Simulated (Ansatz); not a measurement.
**Is this Zr3MoS structure stable?**

The structure comes from a generated guess, relaxed at this level; another structure or a mixture of phases may lie lower.

Level of theory: DFT PBE, scalar-relativistic, plane waves, PAW (Ansatz). The final run on the 5-atom cell used 420 eV, a Γ-centred 12×12×6 mesh, 0.10 eV smearing and no spin polarisation.

```
Zr Mo S
1.0
     3.48130    0.00000    0.00000
     0.00000    3.48130    0.00000
     0.00000    0.00000    8.37204
Zr Mo S
3 1 1
Direct
  0.00000 0.00000 0.32542
  0.00000 0.00000 0.69409
  0.50000 0.50000 0.94847
  0.50000 0.50000 0.51087
  0.00000 0.00000 0.02116
```

The zero of energy is the elements' standard structures at the same level; no fitted shifts are applied.

Task: These tests were run: energy against the elements; phonons on a 2×2×1 q mesh. What do they show?

Result:

```csv
test,result
energy against the elements,−0.62 eV/atom
phonons on a 2×2×1 q mesh,no imaginary mode on the mesh
```

It fails none of these tests. Other phases of the system weren't compared here, so this isn't yet thermodynamic stability.

The reference form of S is held partly by dispersion forces, which this level lacks. The run for the phonons used a 12×12×6 k mesh and Fermi–Dirac smearing of 0.15 eV.
